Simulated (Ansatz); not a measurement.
Relaxed-ion elastic tensor of SiRh (CsCl type, Pm-3m) in GPa (Voigt order), PBEsol in the plane-wave PAW code Ansatz; density 8.51 g/cm³, 12.79 Å³ per atom.

```
 177   268   268   0.0   0.0   0.0
 268   177   268   0.0   0.0   0.0
 268   268   177   0.0   0.0   0.0
 0.0   0.0   0.0  71.7   0.0   0.0
 0.0   0.0   0.0   0.0  71.7   0.0
 0.0   0.0   0.0   0.0   0.0  71.7
```

Is the crystal mechanically stable?

No: the smallest eigenvalue of C is -90.4 GPa.

The workflow started from a Materials Project entry (that database holds measured and hypothetical structures alike); the Crystallography Open Database copy checked does not list it. COD files the formula under space group No. 14, so this cell is another polymorph or a model. Its standing as an ambient phase is unchecked. Symmetry was held in the PBEsol relaxation. At this level the phase is mechanically unstable. No spin polarisation was allowed. As this level gives no gap, shear constants depend on the k-mesh and smearing (Fermi–Dirac, 0.1 eV here). On the denser mesh and wider smearing of the elastic run this cell carries a stress of 0.4 GPa.

Potentials: the later of the program's two PAW sets.
